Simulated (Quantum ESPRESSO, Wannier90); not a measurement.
# GeTe(PbSe)2 (P3m1), plane waves to Wannier functions

```
begin unit_cell_cart
ang
    4.3205301135    0.0000000000    0.0000000000
   -2.1602650568    3.7416888361    0.0000000000
    0.0000000000    0.0000000000   10.8339200000
end unit_cell_cart
begin atoms_frac
Ge   0.0000000000  0.0000000000  0.0062000000
Te  -0.3333333333  0.3333333333 -0.1353500000
Pb  -0.3333333333  0.3333333333  0.3133200000
Pb   0.3333333333 -0.3333333333 -0.3457800000
Se   0.3333333333 -0.3333333333  0.1603700000
Se   0.0000000000  0.0000000000 -0.4987700000
end atoms_frac
```

Cell from Materials Project (mp-1224368), symmetrised, no further relaxation. Not found in the COD (Crystallography Open Database) copy used; not checked further. Computed values, not measurements, from PBEsol: Quantum ESPRESSO (norm-conserving PseudoDojo potentials, cutoff 69 Ry, no spin polarisation, no spin-orbit coupling) on a Γ-centred 6×6×4 mesh, then Wannier90. Density: 12×12×4 mesh, Gaussian smearing 0.01 Ry. Spin-orbit coupling is left out although heavy elements are present.

A tight-binding model is made by disentanglement and projection with no localisation steps (num_iter = 0), so the 24 orbitals stay atom-like: hydrogen-like Ge: s;p; Te: s;p; Pb: s;p; Se: s;p, axes along x, y, z; frozen window up to 2.00 eV relative to the valence-band maximum. It follows pw.x to 1.7 meV rms for states up to 1.5 eV relative to the valence-band maximum. Matrix elements depend on this choice of orbitals and windows.

Task: What are the on-site energies relative to the valence-band maximum, and how fast do the hoppings decay?

Result: 
```json
[
 {"atom": "Ge1", "orbitals": "s", "energy (eV)": "-6.55"},
 {"atom": "Ge1", "orbitals": "pz", "energy (eV)": "1.22"},
 {"atom": "Ge1", "orbitals": "px py", "energy (eV)": "1.40"},
 {"atom": "Te2", "orbitals": "s", "energy (eV)": "-9.67"},
 {"atom": "Te2", "orbitals": "pz", "energy (eV)": "-0.58"},
 {"atom": "Te2", "orbitals": "px py", "energy (eV)": "-0.55"},
 {"atom": "Pb3", "orbitals": "s", "energy (eV)": "-6.99"},
 {"atom": "Pb3", "orbitals": "pz", "energy (eV)": "1.95"},
 {"atom": "Pb3", "orbitals": "px py", "energy (eV)": "1.86"},
 {"atom": "Pb4", "orbitals": "s", "energy (eV)": "-7.13"},
 {"atom": "Pb4", "orbitals": "pz", "energy (eV)": "1.79"},
 {"atom": "Pb4", "orbitals": "px py", "energy (eV)": "1.61"},
 {"atom": "Se5", "orbitals": "s", "energy (eV)": "-11.64"},
 {"atom": "Se5", "orbitals": "pz", "energy (eV)": "-1.01"},
 {"atom": "Se5", "orbitals": "px py", "energy (eV)": "-0.99"},
 {"atom": "Se6", "orbitals": "s", "energy (eV)": "-11.71"},
 {"atom": "Se6", "orbitals": "pz", "energy (eV)": "-1.11"},
 {"atom": "Se6", "orbitals": "px py", "energy (eV)": "-1.09"}
]
```

```
distance of the centres (Å)  largest modulus (eV)
---------------------------  --------------------
2–3                                           1.4
3–4                                           1.2
4–5                                          0.42
5–6                                          0.20
6–7                                          0.25
7–8                                         0.018
8–9                                         0.045
9–10                                        0.061
10–11                                      0.0038
```
